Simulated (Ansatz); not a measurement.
## 5 guesses for SnSe5 and where they end

Computed with Ansatz, DFT PBE, scalar-relativistic, plane waves, PAW. Settings: cutoff 420 eV, Γ-centred meshes spaced at most about 0.3 Å⁻¹, and about 0.25 Å⁻¹ or finer for metals (2π included), Gaussian smearing. No spin polarisation in the final relaxations.

Each guess was relaxed in cell and atoms at zero pressure, within the symmetry of its start. These are static total energies at zero pressure. Coordination counts Se atoms around Sn (those within 1.25 times the shortest such distance or 1.15 times the sum of covalent radii, 1.27 where that leaves under three; a plus sign parts nearer from farther groups; the shortest distance is added where it exceeds 1.18 times the sum of covalent radii).

```
guess    made from  start group  V start (Å³/atom)  end group  V end (Å³/atom)  coordination at the end  gap on mesh (eV)  E over the lowest end (meV/atom)
    1   La5Mg type        P-62m               34.3      P-62m             23.7                   Sn 6+6                 0                                28
    2   Mg5Cd type        P-6m2               35.4      P-6m2             24.4                     Sn 6                 0                                 0
    3  random cell       P6/mmm               28.1     P6/mmm             26.1                  Sn 2+12                 0                                40
    4   Be5Au type        F-43m               28.4      F-43m             22.9         Sn 16 from 3.4 Å                 0                               355
    5   LaCo5 type       P6/mmm               30.4          ?                ?                        ?                 ?                                 ?
```

Guess 5 as it starts:

Space group P6/mmm (No. 191). a = 6.472 Å, b = 6.472 Å, c = 5.029 Å, α = 90.00°, β = 90.00°, γ = 120.00°
| atom | site | symmetry | x | y | z |
| --- | --- | --- | --- | --- | --- |
| Sn | 1a | 6/mmm | 0.0000 | 0.0000 | 0.0000 |
| Se | 2c | -6m2 | 0.3333 | 0.6667 | 0.0000 |
| Se | 3g | mmm | 0.5000 | 0.0000 | 0.5000 |

Q: Predict the end of this guess and its energy over the lowest end.

A: It ends in space group P6/mmm (No. 191), with a = 7.215 Å, c = 3.550 Å, 26.7 Å³/atom and no gap. It lies 234 meV/atom over the lowest end, above guess 3 and below guess 4. Counting Se atoms around Sn, this end has Sn 18 from 4.0 Å and the lowest (guess 2) has Sn 6.

```cif
data_structure
_symmetry_space_group_name_H-M 'P 1'
_symmetry_Int_Tables_number 1
_cell_length_a 7.2153
_cell_length_b 7.2153
_cell_length_c 3.5503
_cell_angle_alpha 90.000
_cell_angle_beta 90.000
_cell_angle_gamma 120.000
_cell_volume 160.07
loop_
_atom_site_label
_atom_site_type_symbol
_atom_site_fract_x
_atom_site_fract_y
_atom_site_fract_z
_atom_site_occupancy
Sn1 Sn 0.00000 0.00000 0.00000 1
Se1 Se 0.33333 0.66667 0.00000 1
Se2 Se 0.66667 0.33333 0.00000 1
Se3 Se 0.50000 0.00000 0.50000 1
Se4 Se 0.50000 0.50000 0.50000 1
Se5 Se 0.00000 0.50000 0.50000 1
```

Energies over the elements count from the elements' standard structures at the same level, with no fitted energy shifts. The references include grey tin.

Q: Is the lowest end bound against the elements?

A: No: its formation energy is +0.16 eV/atom. A positive value: parting into the elements would lower its energy.

For metals, differences of a few meV/atom aren't resolved. No dispersion correction is applied, so the spacing and binding between layers, chains or molecules are poorly described (P-6m2), and this can change margins and order among such cells. A magnetic state wasn't ruled out in cells without spin, among them F-43m. The reference form of Se is held partly by dispersion forces, which this level lacks. Cells relaxed within their symmetry can be saddle points. A lower structure may well exist outside this small set. Some types were kept out of the candidates beforehand, so the set may lack a known form.
